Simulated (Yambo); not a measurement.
BSE-type run in Yambo on Y2CN2O2 (space group P-3m1, No. 164), at zero momentum.

Quantum ESPRESSO step (LDA, PseudoDojo standard norm-conserving files, scalar-relativistic):
```
&CONTROL
  calculation = 'nscf'
  pseudo_dir = './pseudo'
  outdir = './out'
/
&SYSTEM
  ibrav = 0
  nat = 7
  ntyp = 4
  ecutwfc = 84.0
  ecutrho = 336.0
  occupations = 'fixed'
  force_symmorphic = .true.
  nbnd = 63
/
&ELECTRONS
  conv_thr = 7.000000000000001e-09
  diago_full_acc = .true.
  diago_thr_init = 1e-08
/
ATOMIC_SPECIES
C 12.0110 C.upf
N 14.0070 N.upf
O 15.9990 O.upf
Y 88.9058 Y.upf
CELL_PARAMETERS angstrom
  3.698989866000   0.000000000000   0.000000000000
 -1.849494933000   3.203419193000   0.000000000000
  0.000000000000   0.000000000000   8.168860000000
ATOMIC_POSITIONS crystal
C   0.000000000000   0.000000000000   0.000000000000
N   0.000000000000   0.000000000000   0.150150000000
N   0.000000000000   0.000000000000   0.849850000000
O   0.333333333000   0.666666667000   0.396660000000
O   0.666666667000   0.333333333000   0.603340000000
Y   0.333333333000   0.666666667000   0.677520000000
Y   0.666666667000   0.333333333000   0.322480000000
K_POINTS automatic
6 6 2 0 0 0
```

Yambo input:
```
rim_cut
optics
bse
bss
dipoles
em1s
RandQpts= 1000000
RandGvec= 1 Ry
FFTGvecs= 40 Ry
Chimod= "HARTREE"
BSKmod= "SEX"
BSEmod= "resonant"
BSSmod= "hs"
BSENGexx= 15 Ry
BSENGBlk= 3 Ry
% KfnQP_E
 1.538 | 1.0 | 1.0 |
%
% BSEQptR
 1 | 1 |
%
% BSEBands
 14 | 35 |
%
% BEnRange
 0.0 | 11.7 | eV
%
% BDmRange
 0.15 | 0.15 | eV
%
BEnSteps= 234
% BLongDir
 0.0 | 0.0 | 1.0 |
%
BSHayTrs= -0.02
BSSNEig= 24
WRbsWF
% BndsRnXs
 1 | 58 |
%
NGsBlkXs= 3 Ry
% LongDrXs
 1.0 | 1.0 | 1.0 |
%
```

From the report:

The dimension is k points × valence × conduction bands = 72 × 11 × 11 = 8712.
```
  [SLEPC] Approach                          : Krylov-Schur
  [SLEPC] Number of requested eigenvalues   :  24
  [SLEPC] Number of eigenvalues        [NEV]:  24
   [K] Dimension                                    :   8712
   [K] Bands                                        :   14   35
   [K] Exchange res                                 : yes
   [K] Correlation res                              : yes
   [K] W interaction is bare                        : no
   [K] RL vectors exchange                          :   685
   [K] RL vectors correlation                       :   57
   [W] Matrix size                                  :   57
   [W] Bands                                        :    1   58
   [W] Coulomb Cutoff                               : none
   [W] Hxc Kernel                                   : HARTREE
```

Geometry of the Materials Project entry, not relaxed at this level.

The structure is a Materials Project entry; no match was found in the copy of COD used, and its stability was not checked.
